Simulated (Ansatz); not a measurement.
LiGeBr3: from a guess to a relaxed structure

Theory: DFT PBE, scalar-relativistic, plane waves, PAW (Ansatz 0.2.0). Cutoff 420 eV, Gaussian smearing, Γ-centred meshes. Cell and atoms relax first on a coarse mesh and then on a converged one. In between, the cell is made exact in the group found at 0.06 Å. The steps can't lower the symmetry of their start. No spin polarisation.

Recipe of this trial structure of LiGeBr3: perovskite family, tilts a0a0c- (I4/mcm, No. 140) (A site Li; B site Ge; X site Br). The dimensions are guesses.

```cif
data_structure
_symmetry_space_group_name_H-M 'I4/mcm'
_symmetry_Int_Tables_number 140
_cell_length_a 6.7617
_cell_length_b 6.7617
_cell_length_c 9.5625
_cell_angle_alpha 90.000
_cell_angle_beta 90.000
_cell_angle_gamma 90.000
_cell_volume 437.21
loop_
_atom_site_label
_atom_site_type_symbol
_atom_site_symmetry_multiplicity
_atom_site_Wyckoff_symbol
_atom_site_fract_x
_atom_site_fract_y
_atom_site_fract_z
_atom_site_occupancy
Li1 Li 4 b 0.00000 0.50000 0.25000 1
Ge1 Ge 4 c 0.50000 0.50000 0.00000 1
Br1 Br 8 h 0.76544 0.26544 0.00000 1
Br2 Br 4 a 0.50000 0.50000 0.25000 1
```

Energies over the elements count from the elements' standard structures at the same level, with no fitted energy shifts. The references include crystalline Br.

Question: What does it relax into?

Answer: The symmetry stays I4/mcm (No. 140). The volume per atom grows by 40.1 %, from 21.9 to 30.6 Å³. The shortest distance goes from 2.39 Å (Ge–Br) to 2.68 Å (Ge–Br). The energy falls by about 0.60 eV/atom (the start's value is from the coarse mesh). The end is written in a standard setting, so origin, axes and order of atoms can differ from the start's. Conventional cell: a = 7.556 Å, c = 10.729 Å. Li is surrounded by 4 Br at 3.21 Å and 4 Br at 3.78 Å; Ge has 6 Br at 2.68–2.82 Å; Br on a site of symmetry m2m has 2 Ge at 2.82 Å and 2 Li at 3.21 Å; Br on a site of symmetry 422 has 2 Ge at 2.68 Å and 4 Li at 3.78 Å.

```
Li Ge Br
1.0
    -3.77800    3.77800    5.36442
     3.77800   -3.77800    5.36442
     3.77800    3.77800   -5.36442
Li Ge Br
2 2 6
Direct
  0.75000 0.25000 0.50000
  0.25000 0.75000 0.50000
  0.50000 0.50000 0.00000
  0.00000 0.00000 0.00000
  0.33533 0.83533 0.17066
  0.83533 0.66467 0.50000
  0.75000 0.75000 0.00000
  0.66467 0.16467 0.82934
  0.16467 0.33533 0.50000
  0.25000 0.25000 0.00000
```

Question: How does it come out in energy, and is it a metal?

Answer: The energy over the elements is −0.788 eV/atom and the gap on the 6×6×6 mesh of the 10-atom cell is 0.99 eV.

Whether it is stable depends on the other phases of the system, which aren't compared here.

The last run used Gaussian smearing of 0.02 eV. Kohn–Sham gaps at this level usually fall short of measured ones. The reference form of Br is held partly by dispersion forces, which this level lacks. Symmetry constrained the relaxation, so the result can be a saddle point. In all, the 3 runs took 6.8 min on 1 thread of Arm Neoverse N1 (shared host).
